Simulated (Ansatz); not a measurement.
Geometry optimisation in Ansatz: input, command and trajectory.

```yaml
crystal:
  lattice:
    - [0.0, 3.3920150548, 3.3920150548]
    - [3.3920150548, 0.0, 3.3920150548]
    - [3.3920150548, 3.3920150548, 0.0]
  atoms:
    - { symbol: Mn, position: [0.0, 0.0, 0.0], spin: 4.12 }
    - { symbol: Mn, position: [0.25, 0.25, 0.25], spin: 4.12 }
    - { symbol: Rh, position: [0.625, 0.625, 0.625], spin: 0.21 }
    - { symbol: Rh, position: [0.125, 0.625, 0.625], spin: 0.21 }
    - { symbol: Rh, position: [0.625, 0.625, 0.125], spin: 0.21 }
    - { symbol: Rh, position: [0.625, 0.125, 0.625], spin: 0.21 }
basis:
  ecutwfc: 420
kpoints:
  mp_grid: { grid: [4, 4, 4] }
hamiltonian:
  xc: pbe
scf:
  occupations: { method: gaussian, width: 0.1 }
  lower_state_search: "off"
output:
  forces: true
  stress: true
  eigenvalues: true
  populations: true
magnetization:
  spin_polarized: true
relax:
  adjacent_minimum: "off"
  f_tol: 0.04
  max_steps: 70
  cell: { stress_tol: 0.4 }
```

```bash
ansatz run input.yaml --threads 1 --pin off --max-ram 2560MiB --backend cpu --events-out ev --progress --plain --runs-dir out
```

All numbers below come from Ansatz 0.2.0, DFT PBE, scalar-relativistic, plane waves, PAW.

Of 5 frames 5 are shown, positions in Å and forces in eV/Å; the SCF threshold varies from step to step. Steps run on the plane waves of an earlier cell, with a Pulay correction in the pressure. The basis is chosen afresh for the last frame, the zero of the energies, and at times for earlier ones too; energy and pressure step there, also at an unchanged geometry. Here that happened at step 5 (-3 meV/atom, 0.2 GPa); the frames before carry an error of that size.

```xyz
6
Lattice="0.0000 3.3920 3.3920 3.3920 0.0000 3.3920 3.3920 3.3920 0.0000" Properties=species:S:1:pos:R:3:forces:R:3 pbc="T T T" step=1 free_energy_over_end_meV_per_atom=312.87 pressure_GPa=46.48
Mn    0.0000    0.0000    0.0000    0.0000    0.0000    0.0000
Mn    1.6960    1.6960    1.6960    0.0000    0.0000    0.0000
Rh    4.2400    4.2400    4.2400    0.0000    0.0000    0.0000
Rh    4.2400    2.5440    2.5440    0.0000    0.0000    0.0000
Rh    2.5440    2.5440    4.2400    0.0000    0.0000    0.0000
Rh    2.5440    4.2400    2.5440    0.0000    0.0000    0.0000
6
Lattice="0.0000 3.5574 3.5574 3.5574 0.0000 3.5574 3.5574 3.5574 0.0000" Properties=species:S:1:pos:R:3:forces:R:3 pbc="T T T" step=2 free_energy_over_end_meV_per_atom=13.33 pressure_GPa=6.74
Mn    0.0000    0.0000    0.0000    0.0000    0.0000    0.0000
Mn    1.7787    1.7787    1.7787    0.0000    0.0000    0.0000
Rh    4.4467    4.4467    4.4467    0.0000    0.0000    0.0000
Rh    4.4467    2.6680    2.6680    0.0000    0.0000    0.0000
Rh    2.6680    2.6680    4.4467    0.0000    0.0000    0.0000
Rh    2.6680    4.4467    2.6680    0.0000    0.0000    0.0000
6
Lattice="0.0000 3.5887 3.5887 3.5887 0.0000 3.5887 3.5887 3.5887 0.0000" Properties=species:S:1:pos:R:3:forces:R:3 pbc="T T T" step=3 free_energy_over_end_meV_per_atom=3.30 pressure_GPa=1.67
Mn    0.0000    0.0000    0.0000    0.0000    0.0000    0.0000
Mn    1.7944    1.7944    1.7944    0.0000    0.0000    0.0000
Rh    4.4859    4.4859    4.4859    0.0000    0.0000    0.0000
Rh    4.4859    2.6915    2.6915    0.0000    0.0000    0.0000
Rh    2.6915    2.6915    4.4859    0.0000    0.0000    0.0000
Rh    2.6915    4.4859    2.6915    0.0000    0.0000    0.0000
6
Lattice="0.0000 3.5993 3.5993 3.5993 0.0000 3.5993 3.5993 3.5993 0.0000" Properties=species:S:1:pos:R:3:forces:R:3 pbc="T T T" step=4 free_energy_over_end_meV_per_atom=2.67 pressure_GPa=0.09
Mn    0.0000    0.0000    0.0000    0.0000    0.0000    0.0000
Mn    1.7996    1.7996    1.7996    0.0000    0.0000    0.0000
Rh    4.4991    4.4991    4.4991    0.0000    0.0000    0.0000
Rh    4.4991    2.6995    2.6995    0.0000    0.0000    0.0000
Rh    2.6995    2.6995    4.4991    0.0000    0.0000    0.0000
Rh    2.6995    4.4991    2.6995    0.0000    0.0000    0.0000
6
Lattice="0.0000 3.5993 3.5993 3.5993 0.0000 3.5993 3.5993 3.5993 0.0000" Properties=species:S:1:pos:R:3:forces:R:3 pbc="T T T" step=5 free_energy_over_end_meV_per_atom=0.00 pressure_GPa=0.28
Mn    0.0000    0.0000    0.0000    0.0000    0.0000    0.0000
Mn    1.7996    1.7996    1.7996    0.0000    0.0000    0.0000
Rh    4.4991    4.4991    4.4991    0.0000    0.0000    0.0000
Rh    4.4991    2.6995    2.6995    0.0000    0.0000    0.0000
Rh    2.6995    2.6995    4.4991    0.0000    0.0000    0.0000
Rh    2.6995    4.4991    2.6995    0.0000    0.0000    0.0000
```

The start puts this composition into another compound's structure type, which needn't suit it. At the end the space group is Fd-3m (tolerance 0.05 Å).

The run took 34 s on 1 thread of Arm Neoverse V2, with other jobs on the host, peak memory 0.42 GiB.

The k mesh is coarse. Only parallel moments were tried here.